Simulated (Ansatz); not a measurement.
**What DFT gives for Sr₃Al₂Ge₂**

```xyz
7
Lattice="0.0000 0.0000 4.8536 4.3834 0.0000 0.0000 2.1917 9.7166 -2.4268" Properties=species:S:1:pos:R:3 pbc="T T T"
Ge    4.3834    6.9648    0.0000
Ge    2.1917    2.7517    2.4268
Al    2.1917    8.4554    0.0000
Al    4.3834    1.2612    2.4268
Sr    2.1917    0.0000    0.0000
Sr    4.3834    3.5602    0.0000
Sr    2.1917    6.1564    2.4268
```

Method: r2SCAN, no spin polarisation; PAW, plane waves to 500 eV, 7×7×7 Γ-centred mesh, gaussian occupations (width 0.256 eV) (Ansatz 0.2.0), atoms fixed.

Stress: The pressure is -1.9 GPa (compression positive), so with the atoms held at these fractions the cell would first shrink. The principal stresses -3.8, -1.4, -0.4 GPa differ, so its shape would change too.
Forces: The largest is on Al3 (and as large on other atoms): 0.48 eV/Å, components (0.00, -0.48, 0.00). It makes 180° with the line to a nearest neighbour, Al4 at 2.52 Å, pointing away from it.
Charges: Bader charges in e: Sr +1.34, Al +0.41, Ge -2.16. In the mean Sr gives up most and Ge takes most. There are 2 density maxima away from the nuclei.
At the Fermi level: It is a metal, with about 1.9 states/eV a cell as the mean within 0.25 eV of the Fermi level.

Origin: a known structure type with other elements, at an estimated volume, so it need not be a known compound. Caveats: wide smearing.
